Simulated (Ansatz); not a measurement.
# In3Se: phonons across the zone

These are results of DFT PBE, scalar-relativistic, plane waves, PAW in Ansatz 0.2.0, not measurements. Cutoff 420 eV, 10×10×10 k-points (Γ-centred), Fermi-Dirac smearing of 0.15 eV. No spin polarisation. Phonons by linear response, acoustic sum rule imposed.

The cell, relaxed at this level:
```
CELL_PARAMETERS angstrom
4.78818 0.00000 0.00000
0.00000 4.78818 0.00000
0.00000 0.00000 4.78818
ATOMIC_POSITIONS crystal
In 0.00000 0.50000 0.50000
In 0.50000 0.00000 0.50000
In 0.50000 0.50000 0.00000
Se 0.00000 0.00000 0.00000
```

It was reached by relaxing an invented guess, and it needn't be the stable form of this composition. In a metal, frequencies and elastic constants depend on the k mesh and the smearing, soft modes and shear constants most.

Force constants from linear response on a 2×2×2 q mesh.

(1) Is the structure dynamically stable on the q mesh?

(2) Give the frequencies (cm⁻¹) at the zone-boundary points of high symmetry (interpolated where a point lies off the q mesh).

Results:

(1) No: at q = (-0.500, -0.500, -0.500) a mode is imaginary, 39i cm⁻¹.

(2)
```csv
point,q,frequencies
X,0.000 0.500 0.000,19 19 36 38 38 50 50 68 72 75 82 82
M,0.500 0.500 0.000,37i 28 28 37 44 44 50 50 62 67 84 95
R,0.500 0.500 0.500,39i 39i 39i 29i 29i 29i 35 35 74 74 74 117
```
